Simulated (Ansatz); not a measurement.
A geometry of Li away from equilibrium: the start of the relaxation of a relaxed Li cell displaced along its unstable phonon at q = (½, 0, 0) of its primitive reciprocal cell (163i cm⁻¹), largest move 0.15 Å. Level of theory: r2SCAN (plane waves to 500 eV, PAW, scalar-relativistic; Ansatz, an electronic-structure program). Γ-centred k-mesh 5×10×10 on the run's cell (coarser than for final values), Fermi–Dirac smearing 0.05 eV.

```xyz
4
Lattice="0.0000 5.9260 5.9260 2.9630 0.0000 2.9630 2.9630 2.9630 0.0000" Properties=species:S:1:pos:R:3 pbc="T T T"
Li     1.4387     1.5595     1.3607
Li     1.5243     4.3665     4.5653
Li    -0.0428     0.0780    -0.1208
Li     3.0058     5.8481     3.0838
```

### Question
Which atoms carry the largest force, and which way does it point?

### Answer
0.10 eV/Å, on Li1, Li2, Li3, Li4 (atoms numbered as listed); on Li2 its components are (0.01, -0.03, 0.10).

### Question
What is the pressure?

### Answer
0.0 GPa, compression positive.

### Question
How far above the relaxed end point is this geometry?

### Answer
0.52 eV/atom; the path ends in Fm-3m (No. 225) (fcc (Cu type)).

No spin polarisation in the result.

The run could not lose the symmetry of its start.

Of the parent cell (Fd-3m (No. 227)): it is a generated cell of Li: the first start was made by placing the elements on the sites of a structure type, and the end was not matched to a known phase here, so it may be hypothetical. Known forms of Li include space group No. 229.

The relaxed structure has the type that Li is known to take under pressure; here it was relaxed at zero pressure, from a generated start.
